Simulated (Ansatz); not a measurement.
BaF₂:
```
BaF2
1.0
    0.00000     3.06872     3.06872
    3.06872     0.00000     3.06872
    3.06872     3.06872     0.00000
Ba F
1 2
Direct
  0.00000   0.00000   0.00000
  0.25000   0.25000   0.25000
  0.75000   0.75000   0.75000
```

PBEsol (plane waves, PAW; program Ansatz) gives a gap of 6.83 eV without spin–orbit coupling, maximum on the K–Γ line, 36 % of the way from K, minimum at Γ.

Task: What happens when spin–orbit coupling is switched on?

Result: The gap shrinks by 0.02 eV, to 6.81 eV; maximum on the K–Γ line, 36 % of the way from K, minimum at Γ.

Task: Give the electron effective mass with spin–orbit coupling.

Result: 0.48 mₑ (isotropic).

Space group Fm-3m (fluorite). Symmetry was held in the PBEsol relaxation.

Potentials: the later of the program's two PAW sets.
